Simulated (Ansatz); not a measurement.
The relaxed structure here is a generated cell of Sr: the first start was made by placing the elements on the sites of a structure type, and the end was not matched to a known phase here, so it may be hypothetical. Known forms of Sr include space group No. 225.

A relaxed cell of Sr (P6₃/mmc (No. 194)), relaxed on a k-mesh at least as fine as the one used below. All values below come from PBEsol (plane waves to 420 eV, PAW, scalar-relativistic; Ansatz, a first-principles code). Γ-centred k-mesh 9×9×2 on the run's cell (coarser than for final values), Fermi–Dirac smearing 0.05 eV.

```
Sr
1.0
    4.18623     0.00000     0.00000
   -2.09312     3.62538     0.00000
    0.00000     0.00000    27.47956
Sr
8
Direct
  0.00000   0.00000   0.00000
  0.00000   0.00000   0.50000
  0.00000   0.00000   0.25000
  0.00000   0.00000   0.75000
  0.33333   0.66667   0.12500
  0.33333   0.66667   0.62500
  0.66667   0.33333   0.37500
  0.66667   0.33333   0.87500
```

Every atom was then displaced, and the forces became (eV/Å):

| atom | Fx | Fy | Fz |
|---|---|---|---|
| Sr1 | 0.00 | -0.02 | -0.04 |
| Sr2 | 0.01 | 0.01 | -0.09 |
| Sr3 | 0.01 | -0.01 | -0.32 |
| Sr4 | 0.00 | -0.04 | -0.04 |
| Sr5 | -0.02 | 0.00 | 0.15 |
| Sr6 | -0.02 | 0.00 | -0.07 |
| Sr7 | 0.01 | 0.01 | 0.32 |
| Sr8 | 0.02 | 0.03 | 0.09 |

Q: Which atom was moved farthest relative to the others, and in which direction?

A: Sr7, by (-0.06, -0.07, -0.12) Å (0.15 Å, mean shift removed); the next is Sr6 with 0.11 Å. Its force makes an angle of 144° with its move.

All displacements (Å):

```tsv
atom	ux	uy	uz
Sr1	-0.036	0.080	-0.049
Sr2	-0.043	-0.059	0.049
Sr3	-0.073	0.003	0.087
Sr4	-0.052	0.104	0.028
Sr5	0.016	0.045	-0.095
Sr6	0.030	0.020	0.076
Sr7	-0.099	-0.057	-0.127
Sr8	-0.090	0.001	-0.064
```

No spin polarisation in the result.

The run that gave the undisplaced cell could not lose the symmetry of its start; a randomly shaken copy of 8 atoms returns to this structure.
